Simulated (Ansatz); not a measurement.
## YGe2: from a starting cell to a relaxed one

The relaxed structure here is a generated cell of YGe2: the first start was made by placing the elements on the sites of a structure type, and the end was not matched to a known phase here, so it may be hypothetical.

The start is a generated trial cell of YGe2 in the CrSi2 structure type. The structure is fully relaxed (lattice and positions, P = 0) with r2SCAN (plane waves to 500 eV, PAW, scalar-relativistic; Ansatz, an electronic-structure program). The first steps use a coarse 5×5×3 k-mesh.

Initial structure:
```yaml
crystal:
  lattice:
    - [5.32702, 0.00000, 0.00000]
    - [-2.66351, 4.61333, 0.00000]
    - [0.00000, 0.00000, 7.66168]
  atoms:
    - { symbol: Y, position: [0.50000, 0.00000, 0.00000] }
    - { symbol: Y, position: [0.50000, 0.50000, 0.33333] }
    - { symbol: Y, position: [0.00000, 0.50000, 0.66667] }
    - { symbol: Ge, position: [0.16559, 0.33118, 0.00000] }
    - { symbol: Ge, position: [0.83441, 0.16559, 0.33333] }
    - { symbol: Ge, position: [0.66882, 0.83441, 0.66667] }
    - { symbol: Ge, position: [0.83441, 0.66882, 0.00000] }
    - { symbol: Ge, position: [0.16559, 0.83441, 0.33333] }
    - { symbol: Ge, position: [0.33118, 0.16559, 0.66667] }
```

What is the largest force in the starting geometry, and on which atom (counted from 1)?

About 0.2 eV/Å, on Ge4, Ge5, Ge6, Ge7, Ge8, Ge9 (atoms numbered as listed).

How much energy is released per atom?

0.05 eV/atom.

How does the volume per atom move from start to end?

+2.8 %, from 20.92 to 21.51 Å³/atom.

How do the shortest distances between atoms change?

The closest pairs of elements (up to four, under 3.6 Å), start → end: Ge–Ge 2.98 → 2.66 Å; Ge–Y 2.98 → 3.03 Å.

What band gap does the relaxed structure have at this level?

No gap (metallic).

Write out the relaxed structure.


```cif
data_Ge6Y3
_chemical_formula_sum 'Y3 Ge6'
_space_group_name_H-M_alt 'P6222'
_space_group_IT_number 180
_space_group_name_Hall 'P 62 2 (0 0 4)'
_cell_length_a 5.44070
_cell_length_b 5.44070
_cell_length_c 7.55158
_cell_angle_alpha 90.000
_cell_angle_beta 90.000
_cell_angle_gamma 120.000
loop_
_atom_site_label
_atom_site_type_symbol
_atom_site_symmetry_multiplicity
_atom_site_Wyckoff_symbol
_atom_site_fract_x
_atom_site_fract_y
_atom_site_fract_z
_atom_site_occupancy
Y1 Y 3 c 0.50000 0.00000 0.00000 1
Ge1 Ge 6 i 0.14092 0.28184 0.00000 1
```

The space group stays P6₂22 (No. 180) (the run could not lower it); the end is AFLOW prototype AB2_hP9_180_d_j (C40, as in CrSi2), with 9 atoms in the primitive cell. Final values are on a 10×10×6 k-mesh of the relaxed cell. No spin polarisation in the result. The relaxed primitive cell holds an odd number of electrons. A magnetic state may lie lower.

The run could not lose the symmetry of its start, so the end can be a saddle point.
